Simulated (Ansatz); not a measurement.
## Structures of Li$_{3}$Si$_{2}$: which is lowest?

Plane-wave DFT in Ansatz with scalar-relativistic PAW potentials, cutoff 420 eV, Γ-centred meshes chosen by cell and gap, Gaussian smearing with energies taken to zero width. Every cell was relaxed (cell and atoms) in a run of its own, within the symmetry of its start. Functional: PBE.

Relaxed structures (starts from databases or built by putting these elements on another compound's sites):
A. P-3m1, 5 atoms in the computed cell, a = 4.160 Å, c = 5.349 Å; sites (symmetry × multiplicity) Li -3m. × 1 + 3m. × 2, Si 3m. × 2; start: built
B. C2/m, 5 atoms in the computed cell, a = 8.755 Å, b = 3.751 Å, c = 5.156 Å, β = 97.1°; sites (symmetry × multiplicity) Li 2/m × 2 + m × 4, Si m × 4; start: built
C. R-3m, 5 atoms in the computed cell, a = 2.787 Å, c = 33.567 Å; sites (symmetry × multiplicity) Li -3m × 3 + 3m × 6, Si 3m × 6; start: built

Rank them by energy. Could pressure change the order?

```csv
structure,group,E − E(lowest) (meV/atom),V (Å³/atom),gap on mesh (eV)
B,C2/m,0.0,16.80,0.00
A,P-3m1,140,16.03,0.00
C,R-3m,198,15.05,0.00
```

B is lowest, 140 meV/atom under A. C is denser by 1.75 Å³/atom, so pressure favours it: ΔE/ΔV, with ΔE in eV and 1 eV/Å³ = 160.2 GPa, gives about 18 GPa for equal enthalpy if both cells were rigid; at such pressures compression changes ΔV much, so this is a scale only. Other structures may lie lower than all of these, and vibrations aren't counted.